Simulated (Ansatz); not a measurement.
A distorted cell of P (space group Cmce):

```yaml
crystal:
  lattice:
    - [1.65492, -5.64616, 0.00000]
    - [1.65492, 5.64616, 0.00000]
    - [0.00000, 0.00000, 9.12693]
  atoms:
    - { symbol: P, position: [0.40606, 0.59394, 0.44729] }
    - { symbol: P, position: [0.40600, 0.59400, 0.96622] }
    - { symbol: P, position: [0.59449, 0.40551, 0.05503] }
    - { symbol: P, position: [0.59345, 0.40655, 0.53146] }
    - { symbol: P, position: [0.09673, 0.90327, 0.19406] }
    - { symbol: P, position: [0.09121, 0.90879, 0.71945] }
    - { symbol: P, position: [0.90332, 0.09668, 0.30382] }
    - { symbol: P, position: [0.90874, 0.09126, 0.78267] }
```

Computed with PBE (plane waves to 420 eV, PAW, scalar-relativistic; Ansatz, an electronic-structure program). k mesh 10×10×4 (Γ-centred), Fermi-Dirac smearing 0.05 eV. Stress and pressure are positive under compression. P was relaxed with its symmetry unable to fall. The relaxed volume of P is well above the measured one; the method has no dispersion term.

What forces act on the atoms (eV/Å, Cartesian)?


```tsv
atom	Fx	Fy	Fz
P1	0.000	-0.127	2.273
P2	0.000	-0.092	-1.602
P3	0.000	0.267	-2.893
P4	0.000	-0.047	1.909
P5	0.000	0.441	3.069
P6	0.000	-0.977	-2.123
P7	0.000	-0.430	-2.493
P8	0.000	0.965	1.860
```

What is the stress tensor (GPa)?


```
   3.16     0.00     0.00
   0.00     0.58    -0.18
   0.00    -0.18     0.68
```
The pressure, a third of the trace, is 1.48 GPa.

(A displaced cell: forces are minus the slopes of the energy, force constants its curvatures, and phonons follow from these.)
